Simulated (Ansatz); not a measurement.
**Ag, simple cubic: geometry optimisation**

Method: DFT, BLYP, plane waves (420 eV) with PAW, scalar-relativistic (Ansatz 0.2.0). (PAW data from PBE, frozen cores regenerated.)

k-point mesh 12×12×12, Fermi-Dirac smearing 0.1 eV, no spin polarisation. Cell and atoms relax.

Starting structure:

```
Ag
1.0
     2.64104    0.00000    0.00000
     0.00000    2.64104    0.00000
     0.00000    0.00000    2.64104
Ag
1
Direct
  0.00000 0.00000 0.00000
```

Problem. What cell does the relaxation end in?

Solution. Pm-3m with a = 2.821 Å; 22.45 Å³ per atom against 18.42 at the start (21.9 %).

Problem. How much energy does the relaxation gain?

Solution. 181.1 meV per atom.
